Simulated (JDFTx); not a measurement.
## ZrSi2(010) as an electrode

```yaml
surface: ZrSi2(010), Si outermost, slab composition Zr4Si8
bulk: ZrSi2, Cmcm, lattice of mp-1515 (not re-optimised)
slab: 12 atoms in 10 planes, 1x1, 12.8 Å between the outermost planes
in-plane cell: 3.673 × 3.683 Å, 13.53 Å²
cell_height: 29.3 Å
sampling: 6×6×1 k mesh, Fermi smearing 0.01 Ha, no spin polarisation
```

Whether this polymorph is the ambient one wasn't checked. Neither spin polarisation nor a larger cell was tried.

All numbers are PBE, GBRV ultrasoft potentials, plane waves to 20/100 Ha results from JDFTx (a modified build), not measurements. Outer atoms relaxed in vacuum, keeping the start's symmetry. The same nuclei were then put into each liquid, at zero charge and at set potentials or charges. Both faces are the same ideal termination; reconstructions, overlayers and chemisorbed solvent are outside this model. Potentials are on the SHE scale by the convention U = −μ/e − 4.44 V; references calibrated for a solvation model differ from this value.

In vacuum the work function is 4.28 eV, which would put the uncharged electrode at -0.16 V vs SHE if the liquid did nothing. Each liquid moves the Fermi level of the neutral slab, now counted from the bulk liquid: linear PCM (GLSSA13), water, 1 M NaCl by 0.53 eV, to a potential of zero charge of -0.69 V; SCCS (g09 parameters), water, 1 M NaCl by 0.17 eV, to a potential of zero charge of -0.33 V. The models of water differ by 0.36 V among themselves.

Charging:

```
liquid                        U − U_pzc (V)  σ (μC/cm²)  σ/(U − U_pzc) (μF/cm²)  Δγ (mJ/m²)
----------------------------  -------------  ----------  ----------------------  ----------
linear PCM (GLSSA13), water           -0.91       -15.8                      17         -84
linear PCM (GLSSA13), water           -0.71       -13.2                      19         -55
linear PCM (GLSSA13), water           -0.35        -8.0                      23         -17
linear PCM (GLSSA13), water           -0.31        -7.4                      24         -14
SCCS (g09 parameters), water          -0.42        -4.6                      11         -10
SCCS (g09 parameters), water          -0.22        -2.5                      11          -3
```

The mean capacitance runs from 11 to 24 μF/cm². Δγ, the grand free energy per area against the neutral surface, is negative throughout, since charging at a held potential lowers it. The cavity function reaches one half at 2.5 Å (linear PCM (GLSSA13), water), 2.7 Å (SCCS (g09 parameters), water) above the top atoms; the models define their cavities differently. No specific adsorption of ions or solvent is in these numbers.
